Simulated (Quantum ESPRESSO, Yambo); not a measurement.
At a photon energy of 12.00 eV, RPA with local fields on LDA bands shifted by a G0W0 scissor of 4.53 eV (Quantum ESPRESSO and Yambo; 3×3×4 mesh, 111 bands, 3 Ry local-field block, 0.2 eV broadening) gives ε = 2.61 + 0.42i for K$_{2}$TiF$_{6}$ (space group P-3m1, No. 164), field along x. Axes are Cartesian, with cell vectors (Å) (5.69, 0.00, 0.00), (-2.84, 4.92, 0.00), (0.00, 0.00, 4.59).

Task: Work out n, κ, the normal-incidence reflectivity, the absorption coefficient and the penetration depth.

Result: 
|ε| = 2.64; n = √((|ε| + ε1)/2) = 1.62, κ = √((|ε| − ε1)/2) = 0.13. R = ((n − 1)² + κ²)/((n + 1)² + κ²) = 0.06. α = 2Eκ/(ħc) with ħc = 197.327 eV nm: 0.0158 per nm = 1.6 × 10⁵ per cm, a 1/e depth of 63 nm. The computed direct gap is 9.46 eV, and the energy scale of the real crystal may differ from it. Excitonic effects are left out, and values at one energy depend on mesh and broadening. The scissor comes from a G0W0 run whose convergence isn't established. Convergence of the RPA response with its 3×3×4 mesh was not tested.

Geometry of the Materials Project entry, not relaxed at this level; primitive cell a = b = 5.6851 Å, c = 4.5902 Å, α = β = 90.00°, γ = 120.00°.
